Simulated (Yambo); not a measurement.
CsAgCl₂ (space group P4/nmm, No. 129), G0W0@LDA in Yambo with this input:

```
rim_cut
gw0
dyson
el_el_corr
HF_and_locXC
ppa
em1d
RandQpts= 1000000
RandGvec= 1 Ry
EXXRLvcs= 86 Ry
VXCRLvcs= 344 Ry
Chimod= "HARTREE"
% BndsRnXp
 9 | 465 |
%
NGsBlkXp= 8 Ry
% LongDrXp
 1.0 | 1.0 | 1.0 |
%
PPAPntXp= 27.2114 eV
% GbndRnge
 1 | 465 |
%
GTermKind= "BG"
DysSolver= "n"
ExtendOut
```

On a 2×2×1 mesh, with wavefunctions cut at 86 Ry, the gap (M → Γ) is 4.089 eV and the valence edge shifts by -1.210 eV.

Problem. What happens with this change: no terminator?

Solution. The gap falls by 0.094 eV, to 3.995 eV; the shift of the valence edge becomes -1.049 eV. Neither run is shown to be the converged limit.

Spin-orbit coupling is not included.

Geometry of the Materials Project entry, not relaxed at this level; primitive cell a = b = 5.068 Å, c = 9.859 Å, α = β = γ = 90.00°.

The structure is a Materials Project entry; no match was found in the copy of COD used, and its stability was not checked.

A shift is the quasiparticle energy of the state minus its LDA energy.
